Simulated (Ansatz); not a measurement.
Ansatz input

```yaml
crystal:
  lattice:
    - [5.6937108959, 0.0, 0.0]
    - [0.0, 5.6937108959, 0.0]
    - [0.0, 0.0, 5.6937108959]
  atoms:
    - { symbol: Hg, position: [0.0, 0.0, 0.0] }
    - { symbol: Hg, position: [0.5, 0.5, 0.5] }
    - { symbol: Hg, position: [0.25, 0.0, 0.5] }
    - { symbol: Hg, position: [0.75, 0.0, 0.5] }
    - { symbol: Hg, position: [0.5, 0.25, 0.0] }
    - { symbol: Hg, position: [0.5, 0.75, 0.0] }
    - { symbol: Hg, position: [0.0, 0.5, 0.25] }
    - { symbol: Hg, position: [0.0, 0.5, 0.75] }
hamiltonian:
  xc: r2scan
  pseudopotentials:
    kind: paw
    azcp:
      Hg: "pseudopotentials/Hg.paw.azcp"
basis:
  ecutwfc: 500
  fft_grid_basis: typed
kpoints:
  mp_grid: { grid: [5, 5, 5], shift: [0, 0, 0] }
magnetization:
  spin_polarized: false
scf:
  occupations: { method: fermi_dirac, width: 0.1 }
relax:
  max_steps: 60
  f_tol: 0.01
  cell: {}
```

Terminal output

```
Engine: ansatz 0.2.0, x86_64-unknown-linux-gnu
Pseudopotentials: kind: paw
Pseudopotential: Hg, paw, valence charge 20, recommended cutoff 500 eV (meta_gga) 
Functional definition: r2SCAN
  parameter k0 = 0.174
  parameter k1 = 0.065
  parameter a1 = 4.9479
  exchange = r2scan_x(k0 = k0, k1 = k1, a1 = a1)
  correlation = r2scan_c
Crystal: 8 atoms, lattice volume = 184.581 Å³
Basis set: ecut = 500 eV, 4697 PW (Γ), exchange–correlation on 180×180×180 points (64 copies of the dense FFT grid, shifted against one another)
Bands: 96, of which v1, the nominal top of the filled ones, is band 80 counted from 1 (79 counted from 0)
Symmetry: 48 space group operations
Space group: Pm-3n (ITA 223), of the structure as read, at distance tolerance 5.7e-5 Å
k-points: 10 of 125
Non-local potential: Hg, projectors of the file, l = 0: 3, l = 1: 2, l = 2: 2, l = 3: 1
PAW form: soft (Blöchl's): semilocal exchange-correlation on the pseudo side does not see the compensation charge
PAW frozen core: Hg, regenerated for the run's functional (the file was generated under x = pbe(κ = 0.804, μ = 0.2195149727645171), c = pbe(β = 0.06672455060314922))
PAW one-centre angular grid: Hg, 590 points (default); XC on 160 Gauss nodes
Initial density: superposition of atomic densities (neutral atoms: chi_scale 0, normalization atom), corrected by the library's trained network
Initial wavefunctions: pseudopotential atomic-orbital guess
Functional: x = r2scan, c = r2scan; τ floored in thin density (d = 2e-4 eV/Å³)
SCF iter   1: F=—  HF=-110622.013430 eV  |F-HF|=—  |Δ(HF+E_count)|=         —  Δρ=9.26e-3  dr2=1.89e-1  dr2_τ=2.06e-2  ethr=1.77e-3  ⟨swp⟩=5.3  Hψ=3133  notcnv=0  defer=17
SCF iter   2: F=—  HF=-110621.986313 eV  |F-HF|=—  |Δ(HF+E_count)|=   2.71e-2  Δρ=4.86e-3  dr2=5.45e-2  dr2_τ=2.85e-3  ethr=1.18e-4  ⟨swp⟩=1.9  Hψ=1544  notcnv=0  defer=35
SCF iter   3: F=—  HF=-110621.978279 eV  |F-HF|=—  |Δ(HF+E_count)|=   8.03e-3  Δρ=1.25e-3  dr2=2.84e-3  dr2_τ=1.33e-4  ethr=3.41e-5  ⟨swp⟩=2.2  Hψ=1373  notcnv=0  defer=35
SCF iter   4: F=—  HF=-110621.979326 eV  |F-HF|=—  |Δ(HF+E_count)|=   1.05e-3  Δρ=3.09e-4  dr2=1.28e-4  dr2_τ=7.50e-6  ethr=1.77e-6  ⟨swp⟩=2.1  Hψ=1352  notcnv=0  defer=35
SCF iter   5: F=—  HF=-110621.979411 eV  |F-HF|=—  |Δ(HF+E_count)|=   8.50e-5  Δρ=8.57e-5  dr2=1.50e-5  dr2_τ=1.41e-6  ethr=8.02e-8  ⟨swp⟩=2.0  Hψ=1384  notcnv=0  defer=35
SCF iter   6: F=—  HF=-110621.979300 eV  |F-HF|=—  |Δ(HF+E_count)|=   1.11e-4  Δρ=2.48e-5  dr2=1.26e-6  dr2_τ=2.04e-7  ethr=9.36e-9  ⟨swp⟩=2.0  Hψ=1384  notcnv=0  defer=35
SCF iter   7: F=—  HF=-110621.979301 eV  |F-HF|=—  |Δ(HF+E_count)|=   5.67e-7  Δρ=7.20e-6  dr2=1.20e-7  dr2_τ=4.65e-9  ethr=7.85e-10  ⟨swp⟩=2.0  Hψ=1383  notcnv=0  defer=35
...
SCF iter   7: F=—  HF=-110622.508834 eV  |F-HF|=—  |Δ(HF+E_count)|=   2.50e-9  Δρ=3.05e-7  dr2=2.15e-10  dr2_τ=2.38e-11  ethr=3.54e-12  ⟨swp⟩=2.0  Hψ=1440  notcnv=0
SCF iter   8: F=-110622.508834 eV  HF=-110622.508834 eV  |F-HF|=0.00e0  |Δ(HF+E_count)|=  1.16e-10  Δρ=4.88e-8  dr2=3.20e-12  dr2_τ=5.38e-13  ethr=1.00e-12  ⟨swp⟩=4.0  Hψ=3020  notcnv=0
SCF 5 converged in 8 iterations: F = -110622.508834 eV  dr2 = 3.20e-12
relax step   5: F+E_penalty+E_count = -110622.50883426 eV  Δ(F+E_penalty+E_count) = -2.311e-2 eV  max|allowed force component| = 1.438e-17 eV/Å  Δτ_max = 0.0000 Å  P = +0.044 GPa  Ω = 224.381 Å³  stress off target by 4.43e-2 GPa  SCF on the basis re-selected at this cell (its energy is not comparable with the rows above)  (8 SCF iters)
basis re-selected at this cell: Δ(F+E_penalty+E_count) = -2.311e-2 eV, ΔP = +0.054 GPa vs the last step (what re-selecting the basis moved, of the pressure what is left beyond the Pulay correction that the steps carried, after the strain that the cell walked since its last selection, with what the two solves' SCF thresholds leave and, on support functions, any second-order correction that the steps lacked; it is no measure of the basis error at this ecutwfc). This SCF's stress stands 4.43e-2 GPa from its target on what of the cell is left free (relax.cell.stress_tol is 5.00e-2 GPa) and its largest allowed force component is 1.44e-17 eV/Å (relax.f_tol is 1.00e-2 eV/Å): within both
SCF converged after 8 iterations
Free energy (F): -110622.508834 eV
Harris-Foulkes:  -110622.508834 eV  (|F-HF|=0.00e0)
Internal energy: -110622.492504 eV  (E = F + TS)
E sigma→0 (E₀):  -110622.500669 eV
Entropy (-TS):   -0.016330 eV (-2.041 meV/atom)
Fermi energy:    11.547503 eV
--- Per-component energies (eV) ---
  E_band       = -3707.562355
  E_kinetic    = 4842.854090
  E_local      = -22238.512215  (includes V_loc(G=0)·N_el)
  E_nonlocal   = 593.158352
  E_hartree    = 9480.773407
  E_xc         = -1666.375786
  E_vxc        = -2321.527279  (∫ρ·V_xc dr)
  E_paw        = -79781.122743  (= ΣΔE_a)
  E_vpaw       = -3707.764277  (= ΣTr[D̂ρ^β])
  E_aug_tail   = 0.003095  (compensation charges beyond the density's cutoff)
  E_vtau       = 162.679014  (kinetic-family band-sum trace: ∫τ·v_τ [+ j·A + Jᵃ·Aᵃ] dr)
  E_ewald      = -21852.079284
  E_core_change = -1.191422  (= ΣΔE_core)
  E_smearing   = -0.016330  (= −TS)
  E_closure    = 0.000000  (closes the sum)
  Σ components = -110622.508834   (vs F -110622.508834, Δ=0.00e0)
--- Forces (eV/Å), atoms counted from 1 ---
  atom   1  Hg    -0.00000000     0.00000000     0.00000000
  atom   2  Hg    -0.00000000     0.00000000     0.00000000
  atom   3  Hg     0.00000000     0.00000000    -0.00000000
  atom   4  Hg    -0.00000000    -0.00000000     0.00000000
  atom   5  Hg    -0.00000000    -0.00000000     0.00000000
  atom   6  Hg     0.00000000     0.00000000    -0.00000000
  atom   7  Hg     0.00000000    -0.00000000    -0.00000000
  atom   8  Hg    -0.00000000     0.00000000     0.00000000
  max |Σ_I F_I| component: 5.49e-18 eV/Å
--- Stress (GPa, compression-positive) ---
        0.044324       0.000000       0.000000
        0.000000       0.044324      -0.000000
        0.000000      -0.000000       0.044324
  P = ⅓ Tr σ = 0.0443 GPa (0.443 kbar)
--- Relaxed structure (4 steps of the walk, 4 accepted, 1 SCFs on fresh bases) ---
  F+E_penalty+E_count = -110622.50883426 eV   max|allowed force component| = 1.438e-17 eV/Å   (the final SCF, on the basis selected at the relaxed cell)
  cell:  # Å, volume = 224.3805 Å³
    - [6.076614843477074, 2.6080301330243818e-33, -2.567906592516314e-33]
    - [2.0944488145211186e-33, 6.076614843477074, 0.0]
    - [-2.3111159332646827e-33, 0.0, 6.076614843477074]
  atoms:
    - { symbol: Hg, position: [-1.6727799500604956e-34, 1.1451363533852786e-34, 1.0900817210109867e-35] }
    - { symbol: Hg, position: [0.5, 0.5, 0.5] }
    - { symbol: Hg, position: [0.25, -2.4347360621207e-34, 0.5] }
    - { symbol: Hg, position: [0.7499999999999998, -2.4065480903450623e-34, 0.5] }
    - { symbol: Hg, position: [0.5, 0.25, -2.8562343275782805e-35] }
    - { symbol: Hg, position: [0.5, 0.7499999999999998, 5.17733762847844e-35] }
    - { symbol: Hg, position: [-1.9934181290083736e-34, 0.5, 0.25] }
    - { symbol: Hg, position: [-1.6551624677007226e-34, 0.5, 0.7499999999999998] }
```
